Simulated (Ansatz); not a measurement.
Sb (A7 (α-As type), space group No. 166) at seven volumes, plane-wave PAW r²SCAN (Ansatz code), shape and atoms relaxed at each. One row is withheld.

```csv
V (Å³/atom),P (GPa)
28.740,3.85
29.687,2.32
30.635,1.05
31.582,0.00
32.530,-0.78
33.477,-1.17
34.425,?
```

Fit the shown pressures and predict the withheld one.

P = (3/2)B₀(x^(7/2) − x^(5/2))[1 + (3/4)(B′ − 4)(x − 1)] with x = (V₀/V)^(2/3). Least squares on the six rows gives V₀ = 31.628 Å³/atom, B₀ = 27.7 GPa, B′ = 8.26. At V = 34.425, x = 0.9451 and P = -1.63 GPa. The run itself gave -1.37 GPa.

Space group R-3m (A7 (α-As type)). The r²SCAN relaxation kept the symmetry of its start; of distortions, only those at the zone centre were tested. Scalar-relativistic: spin–orbit coupling is off unless named, which matters more the heavier the elements.

Potentials: the later of the program's two PAW sets.
